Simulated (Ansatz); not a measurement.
Here is the system:

Mg₂Si:
```
CELL_PARAMETERS angstrom
      0.00000     3.18220     3.18220
      3.18220     0.00000     3.18220
      3.18220     3.18220     0.00000
ATOMIC_POSITIONS crystal
  Mg 0.25000 0.25000 0.25000
  Mg 0.75000 0.75000 0.75000
  Si 0.00000 0.00000 0.00000
```

This is the PBE-relaxed structure.

### Question
All from the program Ansatz at the PBE level (PAW), unless another level is named. Predict the Poisson's ratio.

### Answer
0.17.

### Question
Give the vibrational entropy at 300 K.

### Answer
26.4 J/(K·mol of atoms).

Space group Fm-3m (fluorite or antifluorite type). The cell was relaxed with PBE under the symmetry of its start; phonons on a q-mesh show no instability.

Potentials: the later of the program's two PAW sets.
